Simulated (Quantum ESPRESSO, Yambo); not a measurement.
WSe$_{2}$ (space group P6_3/mmc, No. 194). Cell and atoms were relaxed with PBE+D3(BJ) from Materials Project entry mp-1821, within its symmetry. Chain: PBE (stringent potentials; pw.x of Quantum ESPRESSO, ONCV potentials, scalar-relativistic); G0W0 in Yambo (6×6×1 Γ-centred k mesh, bands 39 to 138 and a 6 Ry block in the screening, 138 bands in G with the Bruneval-Gonze terminator, plasmon pole fitted at 27.2 eV); BSE (9×9×2 mesh, 7 valence and 8 conduction bands, static screening with 110 bands and a 3 Ry block, scissor 0.44 eV, Tamm-Dancoff).

PBE gap (dense path): 0.88 eV
PBE gap Γ → (0.167, 0.167, 0) on the GW mesh: 0.89 eV
PBE smallest direct gap on the GW mesh, at K: 1.56 eV
G0W0 direct gap at that point: 2.00 eV
G0W0 correction to the gap Γ → (0.167, 0.167, 0): 0.23 eV
lowest exciton: no binding energy given (see below)

Rough cost of the Yambo steps against G0W0 for 8 states: BSE within a factor of two.

Convergence of the G0W0 settings was not tested. The BSE states are vertical excitations (zero momentum); the indirect quasiparticle gap, about 1.11 eV, is smaller than the direct one (2.00 eV on the GW mesh). The lowest state covers only about 2 of the 162 k points, so the mesh doesn't resolve it: its energy and its distance from the direct gap are mesh artefacts. An extended exciton needs a far denser mesh. Axes are Cartesian, with cell vectors (Å) (3.28, 0.00, 0.00), (-1.64, 2.84, 0.00), (0.00, 0.00, 12.78).

Spin-orbit coupling is left out, which matters for elements this heavy: edges can move by tenths of an eV.
